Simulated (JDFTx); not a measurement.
Ge(111) slab cut from bulk Ge (space group Fd-3m, indices of the conventional cell, lattice of the Materials Project entry mp-32, not re-optimised): 8 atoms in 4 planes, a (2×1) cell of 27.89 Å² (|a| = 8.025, |b| = 4.013 Å), 4.1 Å between the outermost planes, cell height 23.1 Å, 3×6×1 k mesh, Fermi smearing 0.003 Ha, no spin polarisation. Both faces carry F and Cl (1.00 monolayer in all).

Computed with a modified build of JDFTx: PBE, GBRV ultrasoft potentials, plane waves to 20/100 Ha. Each face has two sites a cell, capped by F and F, F and Cl, or Cl and Cl, and relaxed in vacuum within the start's symmetry. The ionisation potential is minus the Kohn-Sham valence edge against vacuum. These are electronic energies without vibrational corrections.

| caps | energy of the cell (eV) | ionisation potential (eV) |
|---|---|---|
| all F | -23190.401 | 7.07 |
| half F, half Cl | -22686.219 | 6.34 |
| all Cl | -22181.948 | 5.87 |

A calculation by hand: the mixing energy a site, and the change of the surface dipole a site on going from F to Cl.

The cell has four sites (two a face). Mixing energy: [-22686.219 − ½(-23190.401 + -22181.948)]/4 = -11 meV a site; no gas reference enters. Within this ordered cell the caps prefer to mix. The ionisation potential changes by -1.20 eV. Read as a dipole layer, ΔIP = 4π(e²/4πε₀) p/A with A = 13.94 Å² a site and e²/4πε₀ = 14.40 eV Å gives p = -0.092 e Å = -0.44 D a site, negative end outward where positive. This takes the valence edge to be the same kind of state under both caps, which surface states can spoil.
